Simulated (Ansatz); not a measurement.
Mg (diamond, Fd-3m) under volume change, plane-wave PAW PBEsol (Ansatz code), scaled uniformly.

```
V (Å³/atom)  E − E(relaxed) (meV/atom)  P (GPa)
-----------  -------------------------  -------
35.275                            14.3     1.42
36.438                             6.0     0.87
37.601                             1.4     0.40
38.764                             0.0     0.00
39.927                             1.2    -0.33
41.089                             4.7    -0.62
42.252                            10.1    -0.86
```

Q: What does a third-order Birch–Murnaghan fit give for V₀, B₀ and B′?

A: V₀ = 38.78 Å³/atom, B₀ = 12.1 GPa, B′ = 4.5.

The start of the workflow was typed in or built on a structure type; neither database checked (COD, Materials Project) lists it. It is not the phase usual at ambient conditions (space group No. 194). Symmetry was held in the PBEsol relaxation. At this level the phase is mechanically unstable.

Potentials: the later of the program's two PAW sets.
